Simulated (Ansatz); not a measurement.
Relaxed-ion elastic tensor of YAl$_{2}$ (cubic Laves (MgCu2 type), Fd-3m) in GPa (Voigt order), PBEsol in the plane-wave PAW code Ansatz; density 3.99 g/cm³, 19.84 Å³ per atom.

|  | 1 | 2 | 3 | 4 | 5 | 6 |
|---|---|---|---|---|---|---|
| 1 | 182 | 35.1 | 35.1 | 0.0 | 0.0 | 0.0 |
| 2 | 35.1 | 182 | 35.1 | 0.0 | 0.0 | 0.0 |
| 3 | 35.1 | 35.1 | 182 | 0.0 | 0.0 | 0.0 |
| 4 | 0.0 | 0.0 | 0.0 | 61.9 | 0.0 | 0.0 |
| 5 | 0.0 | 0.0 | 0.0 | 0.0 | 61.9 | 0.0 |
| 6 | 0.0 | 0.0 | 0.0 | 0.0 | 0.0 | 61.9 |

### Question
Is the crystal mechanically stable?

### Answer
Yes: the smallest eigenvalue of C is 61.9 GPa.

### Question
Work out the Voigt, Reuss and Hill averages.

### Answer
K_V = 84.0, K_R = 84.0, K_H = 84.0; G_V = 66.5, G_R = 66.0, G_H = 66.3 GPa.

### Question
Give Young's modulus, Poisson's ratio, Pugh's ratio and the universal anisotropy index.

### Answer
E = 9KG/(3K + G) = 157 GPa; ν = 0.19; K/G = 1.27 (brittle by the Pugh limit of 1.75); A_U = 5G_V/G_R + K_V/K_R − 6 = 0.03.

### Question
Estimate the sound speeds and the Debye temperature.

### Answer
v_l = √((K + 4G/3)/ρ) = 6570 m/s, v_t = √(G/ρ) = 4080 m/s, mean 4490 m/s; Θ = (h/k)(3n/4πV)^(1/3) v_m = 494 K.

### Question
Give the Zener ratio and Young's modulus along [100], [110] and [111].

### Answer
A = 2C44/(C11 − C12) = 0.84; 1/E = S11 − 2(S11 − S12 − S44/2)Γ with Γ = 0, 1/4, 1/3 gives 170, 154, 149 GPa.

### Question
Solve the Christoffel equation for the three sound speeds along [100], [110], [111].

### Answer
Eigenvalues of C_ijkl n_j n_l equal ρv². In km/s, slowest first: [100] 3.94, 3.94, 6.75; [110] 3.94, 4.29, 6.54; [111] 4.18, 4.18, 6.46.

The first step of the workflow began from a Materials Project structure, measured or hypothetical; the Crystallography Open Database copy checked does not list it. Its standing as an ambient phase is unchecked. The cell was relaxed with PBEsol under the symmetry of its start; its stability against distortions is not shown here. The run is not spin-polarised. As this level gives no gap, shear constants depend on the k-mesh and smearing (Fermi–Dirac, 0.1 eV here).

Potentials: the later of the program's two PAW sets.
